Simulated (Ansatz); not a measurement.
SiO2: which input changes reach the field gradients?

Cell: a structure deposited in the COD, taken as it stands.

```cif
data_SiO2
_symmetry_space_group_name_H-M 'P4_12_12'
_symmetry_Int_Tables_number 92
_cell_length_a 4.9570
_cell_length_b 4.9570
_cell_length_c 6.8903
_cell_angle_alpha 90.000
_cell_angle_beta 90.000
_cell_angle_gamma 90.000
loop_
_atom_site_label
_atom_site_type_symbol
_atom_site_symmetry_multiplicity
_atom_site_Wyckoff_symbol
_atom_site_fract_x
_atom_site_fract_y
_atom_site_fract_z
Si Si 4 a 0.3047 0.3047 0.0000
O O 8 b 0.2381 0.1109 0.1826
```

One atom of each set is listed.

Reference run. The numbers come from a DFT calculation in Ansatz (PBE, plane waves and PAW, scalar-relativistic, 420 eV cutoff, Γ-centred 4×4×3 k-points, Fermi–Dirac smearing 0.02 eV).

It gives V_zz (10²¹ V/m²) O 9.14 (η 0.17), Si -0.78 (η 0.89). Each of these runs changes the input as listed (caps on SCF iterations aside):

A. hamiltonian.xc: pbe → lda+u
B. kpoints.mp_grid.shift: not typed → [0.5, 0.5, 0.5]; scf.occupations.method: fermi_dirac → cold; scf.occupations.width: 0.02 → 0.3; hamiltonian.pseudopotentials: {kind: paw} → {kind: paw, source: jth}

Task: How does each run end, and how far do the gradients move?

Result: 

```csv
run,O V_zz (η),Si V_zz (η),"largest change of a gradient tensor, all atoms",note
A,–,–,–,refused: hamiltonian.xc: unknown variant `lda+u`
B,8.86 (0.17),-0.89 (0.89),0.27,converged; another set of PAW files; cutoff taken 1380 eV
```

Run B moves a gradient tensor by up to 0.27, on O (V_zz from 9.14 to 8.86); against its own size the tensor moves most on Si among sites above 0.3 (by 0.11, V_zz from -0.78 to -0.89). Run A holds an unknown functional.

Run B changes kpoints.mp_grid.shift, scf.occupations, hamiltonian.pseudopotentials together, so the table can't tell their shares apart.

On the reference run: The calculated pressure of 6 GPa (PBE) comes largely from the unrelaxed atoms: it is 1.4 GPa once they are relaxed in the same cell. The largest force is 0.5 eV/Å, so the atoms aren't at the calculated equilibrium and relaxing them would move these values.
